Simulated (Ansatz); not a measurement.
Compressing SnTe: a fit and a missing row

SnTe, Fm-3m, a = 6.371 Å. Ansatz: r2SCAN, PAW, 500 eV, Γ-centred 10×10×10 mesh on 2 atoms, Gaussian smearing 0.01 eV; no spin polarisation. Symmetry fixes shape and atoms, so the cell is only scaled; pressure is positive in compression.

| V (Å³/atom) | P (GPa) |
| --- | --- |
| 30.388 | 3.07 |
| 31.358 | ? |
| 32.328 | 0.00 |
| 33.297 | -1.22 |
| 34.267 | -2.26 |

Question: Take V0 = 32.328 Å³/atom, fit the third-order Birch–Murnaghan form to the other rows, and predict the missing pressure.

Answer: With the Eulerian strain f = ½[(V0/V)^(2/3) − 1] and y = P/[3f(1 + 2f)^(5/2)], the form is the line y = B0 + 1.5 B0 (B0′ − 4) f. Rows (f, y): 0.02106, 43.8; -0.00975, 43.8; -0.01904, 43.6. Means f = -0.002577, y = 43.733; Σ(Δf)² = 0.0008812, ΣΔfΔy = 0.003293; the slope is their ratio. y = 43.74 + 3.737 f GPa, so B0 = 43.7 GPa and B0′ = 4 + 2 × (3.737)/(3 × 43.74) = 4.06. At V = 31.358, f = 0.01026, y = 43.78 and P = 1.42 GPa. The run gave 1.44 GPa, so the fit is 0.02 GPa too low, a small miss on the scale of the series.

Cost: 5 runs of about 1 core-minutes in all, on Arm Neoverse V1 (shared hosts).